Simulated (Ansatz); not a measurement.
Relaxed-ion elastic tensor of MgS (rock salt, Fm-3m) in GPa (Voigt order), plane-wave PAW PBEsol (Ansatz code); density 2.69 g/cm³, 17.39 Å³ per atom.

```json
[
 {"": "1", "1": "153", "2": "40.9", "3": "40.9", "4": "0.0", "5": "0.0", "6": "0.0"},
 {"": "2", "1": "40.9", "2": "153", "3": "40.9", "4": "0.0", "5": "0.0", "6": "0.0"},
 {"": "3", "1": "40.9", "2": "40.9", "3": "153", "4": "0.0", "5": "0.0", "6": "0.0"},
 {"": "4", "1": "0.0", "2": "0.0", "3": "0.0", "4": "54.2", "5": "0.0", "6": "0.0"},
 {"": "5", "1": "0.0", "2": "0.0", "3": "0.0", "4": "0.0", "5": "54.2", "6": "0.0"},
 {"": "6", "1": "0.0", "2": "0.0", "3": "0.0", "4": "0.0", "5": "0.0", "6": "54.2"}
]
```

Task: Is the crystal mechanically stable?

Result: Yes: the smallest eigenvalue of C is 54.2 GPa.

Task: Work out the Voigt, Reuss and Hill averages.

Result: K_V = 78.1, K_R = 78.1, K_H = 78.1; G_V = 54.8, G_R = 54.8, G_H = 54.8 GPa.

Task: Give Young's modulus, Poisson's ratio, Pugh's ratio and the universal anisotropy index.

Result: E = 9KG/(3K + G) = 133 GPa; ν = 0.22; K/G = 1.43 (brittle by the Pugh limit of 1.75); A_U = 5G_V/G_R + K_V/K_R − 6 = 0.00.

Task: Estimate the sound speeds and the Debye temperature.

Result: v_l = √((K + 4G/3)/ρ) = 7500 m/s, v_t = √(G/ρ) = 4510 m/s, mean 4990 m/s; Θ = (h/k)(3n/4πV)^(1/3) v_m = 574 K.

Task: Give the Zener ratio and Young's modulus along [100], [110] and [111].

Result: A = 2C44/(C11 − C12) = 0.97; 1/E = S11 − 2(S11 − S12 − S44/2)Γ with Γ = 0, 1/4, 1/3 gives 135, 133, 132 GPa.

The cell was relaxed with PBEsol under the symmetry of its start; phonons on a q-mesh show no instability.

Potentials: the later of the program's two PAW sets.
